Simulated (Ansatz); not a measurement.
## Comparing deformations in SnTe

Theory: Ansatz, DFT PBEsol, scalar-relativistic, plane waves, PAW. Settings: plane waves to 420 eV, k-mesh 10×10×10 (Γ-centred), Gaussian smearing 0.03 eV. No spin polarisation. Energies are free energies at this smearing, counted from the undisturbed cell; pressure is positive in compression.

The starting cell (as given, not relaxed at this level; it stands at -0.5 GPa):

```
Sn Te
1.0
     0.00000    3.15650    3.15650
     3.15650    0.00000    3.15650
     3.15650    3.15650    0.00000
Sn Te
1 1
Direct
  0.00000 0.00000 0.00000
  0.50000 0.50000 0.50000
```

The cell is strained by ε times a Voigt pattern (xx, yy, zz, yz, xz, xy; engineering shear) with fractional coordinates fixed. τ = (1/V0) dE/dε comes from the stress tensor. Of each scan, only the three points used here are listed.

| pattern | ε | τ (GPa) |
| --- | --- | --- |
| (0, 1, 0, 0, 0, 0) | -0.0050 | -0.12 |
| (0, 1, 0, 0, 0, 0) | 0.0000 | 0.55 |
| (0, 1, 0, 0, 0, 0) | 0.0050 | 1.17 |
| (1, 1, 0, 0, 0, 0) | -0.0100 | -1.71 |
| (1, 1, 0, 0, 0, 0) | 0.0000 | 1.10 |
| (1, 1, 0, 0, 0, 0) | 0.0100 | 3.60 |
| (0, 0, 1, 0, 0, 0) | -0.0250 | -3.24 |
| (0, 0, 1, 0, 0, 0) | 0.0000 | 0.55 |
| (0, 0, 1, 0, 0, 0) | 0.0250 | 3.30 |

**Question.** Which constants do the scans give, and which deformation costs least for the same size of strain tensor?

**Answer.** The slope dτ/dε at zero (parabola through three points) is pᵀCp: (0, 1, 0, 0, 0, 0) gives C11 = 129 GPa; (1, 1, 0, 0, 0, 0) gives 2(C11 + C12) = 265 GPa; (0, 0, 1, 0, 0, 0) gives C11 = 131 GPa. The size of the strain tensor, ε:ε, is ε² times 1.0, 2.0, 1.0. Per unit of it the stiffnesses are 129, 133, 131 GPa, so (0, 1, 0, 0, 0, 0) is the softest of these, level with (0, 0, 1, 0, 0, 0) (alike by symmetry): at ε:ε = (1 %)² the quadratic term costs 1.27 meV/atom against 1.30 for the stiffest.

**Question.** What else follows for this cubic crystal?

**Answer.** From the unrounded slopes C11 = 130.9 and C12 = 1.7 GPa, so B = (C11 + 2 C12)/3 = 45 GPa and the Poisson ratio for a pull along a cube edge is C12/(C11 + C12) = 0.01.